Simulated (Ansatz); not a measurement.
A geometry of CrI3 away from equilibrium: step 4 of the relaxation of a generated cell, CrI3 built in the AFLOW prototype A3B_oP8_59_bf_a (D0_a, as in TiCu3). Calculation: PBE (plane waves to 420 eV, PAW, scalar-relativistic; Ansatz, a program for electronic structure). Γ-centred k-mesh 4×4×4 on the run's cell (coarser than for final values), Fermi–Dirac smearing 0.05 eV. The plane waves were selected for a different cell earlier on the path.

```
CrI3
1.0
    5.70624     0.00000     0.00000
    0.00000     6.94662     0.00000
    0.00000     0.00000     6.28925
Cr I
2 6
Cartesian
  0.00000   0.00000   1.75956
  2.85312   3.47331   4.52969
  2.85312   0.00000   3.85331
  0.00000   3.47331   2.43594
  0.00000   1.67620   5.26690
  2.85312   5.14952   1.02235
  2.85312   1.79711   1.02235
  0.00000   5.27042   5.26690
```
Spin-polarised start, with parallel moments on Cr.

Question: What forces act on the atoms (eV/Å)?

Answer: 
```csv
atom,Fx,Fy,Fz
Cr1,0.00,0.00,-0.64
Cr2,0.00,0.00,0.64
I3,0.00,0.00,-0.15
I4,0.00,0.00,0.15
I5,0.00,0.29,0.36
I6,0.00,0.29,-0.36
I7,0.00,-0.29,-0.36
I8,0.00,-0.29,0.36
```

The path ends in Pmmn (No. 59). Spin state reached: ferromagnetic (net 0.75 μB/atom), from parallel starting moments; other spin orders were not run from this start. No dispersion correction is included, so spacings between layers, chains or molecules are soft and tend to come out too large.

The run could not lose the symmetry of its start: the end is stationary, and may be a saddle point rather than a minimum.

The end of the path is a generated cell of CrI3: the first start was made by placing the elements on the sites of a structure type, and the end was not matched to a known phase here, so it may be hypothetical. Known forms of CrI3 include space group No. 148.
